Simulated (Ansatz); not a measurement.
LaScO3:
```xyz
20
Lattice="5.7642 0.0000 0.0000 0.0000 8.0390 0.0000 0.0000 0.0000 5.6391" Properties=species:S:1:pos:R:3 pbc="T T T"
La     5.5000     2.0097     0.0663
La     0.2642     6.0292     5.5728
La     3.1463     6.0292     2.8859
La     2.6179     2.0097     2.7532
O      1.7064     7.6097     3.9710
O      4.0578     3.5902     1.6681
O      1.1757     0.4293     1.1515
O      4.5885     4.4488     4.4877
O      4.0578     0.4293     1.6681
O      1.7064     4.4488     3.9710
O      4.5885     7.6097     4.4877
O      1.1757     3.5902     1.1515
Sc     2.8821     0.0000     0.0000
Sc     2.8821     4.0195     0.0000
Sc     0.0000     0.0000     2.8196
Sc     0.0000     4.0195     2.8196
O      3.0763     2.0097     5.0750
O      2.6878     6.0292     0.5642
O      5.5699     6.0292     2.2554
O      0.1943     2.0097     3.3838
```

Relaxed with PBEsol. Independent-particle spectrum: no excitons, no local fields, no scissors shift; 0.1 eV broadening; ε₁ of the summed bands alone.

Q: Tabulate the dielectric function from PBEsol (plane waves, PAW; program Ansatz).

A: 

| E (eV) | ε₁ xx | ε₂ xx | ε₁ yy | ε₂ yy | ε₁ zz | ε₂ zz |
|---|---|---|---|---|---|---|
| 0.0 | 4.82 | 0.00 | 4.70 | 0.00 | 4.92 | 0.00 |
| 0.5 | 4.84 | 0.00 | 4.72 | 0.00 | 4.93 | 0.00 |
| 1.0 | 4.90 | 0.00 | 4.78 | 0.00 | 5.00 | 0.00 |
| 1.5 | 5.00 | 0.00 | 4.87 | 0.00 | 5.10 | 0.00 |
| 2.0 | 5.16 | 0.00 | 5.02 | 0.00 | 5.26 | 0.00 |
| 2.5 | 5.39 | 0.00 | 5.24 | 0.00 | 5.50 | 0.00 |
| 3.0 | 5.73 | 0.00 | 5.55 | 0.00 | 5.85 | 0.00 |
| 3.5 | 6.26 | 0.00 | 6.05 | 0.00 | 6.41 | 0.00 |
| 4.0 | 7.34 | 0.09 | 6.99 | 0.04 | 7.44 | 0.00 |
| 4.5 | 8.76 | 2.02 | 8.64 | 1.39 | 9.77 | 1.76 |
| 5.0 | 9.16 | 3.32 | 9.11 | 3.66 | 9.02 | 5.45 |
| 5.5 | 7.08 | 7.19 | 6.68 | 6.57 | 5.90 | 6.88 |
| 6.0 | 5.13 | 5.68 | 4.73 | 5.63 | 4.92 | 5.30 |
| 6.5 | 4.51 | 7.04 | 4.64 | 5.41 | 4.97 | 6.22 |
| 7.0 | 3.87 | 5.60 | 4.45 | 5.93 | 5.08 | 5.92 |
| 7.5 | 3.27 | 6.70 | 3.87 | 7.21 | 3.62 | 7.85 |
| 8.0 | 1.82 | 7.92 | 2.15 | 6.71 | 1.87 | 7.60 |
| 8.5 | 0.49 | 6.83 | 0.87 | 6.92 | 0.71 | 6.50 |
| 9.0 | -0.51 | 7.15 | 0.82 | 7.15 | 0.69 | 7.58 |
| 9.5 | -1.05 | 6.41 | -1.44 | 7.53 | -0.83 | 6.59 |
| 10.0 | -3.14 | 4.94 | -3.41 | 5.58 | -3.07 | 6.34 |
| 10.5 | -2.69 | 3.00 | -3.41 | 3.01 | -3.14 | 3.49 |
| 11.0 | -2.14 | 2.57 | -2.56 | 2.07 | -2.87 | 2.78 |
| 11.5 | -2.13 | 1.44 | -2.20 | 1.20 | -2.48 | 1.60 |
| 12.0 | -1.57 | 1.04 | -1.47 | 0.67 | -1.88 | 0.83 |

Q: From ε at 4.2 eV (xx: 8.07 + 0.32i), find n, k, the normal reflectivity and the absorption coefficient.

A: n = 2.84, k = 0.056, R = 23 %, α = 2kE/ħc = 24000 cm⁻¹.

With all bands, ε∞ without local fields is 5.25 (xx), 5.14 (yy), 5.34 (zz). DFPT, with local fields, gives 5.09 (xx), 4.97 (yy), 5.17 (zz).

Space group Pnma. Symmetry was held in the PBEsol relaxation. No spin polarisation was allowed. Spin–orbit coupling is left out wherever it is not named.

Potentials: the later of the program's two PAW sets.
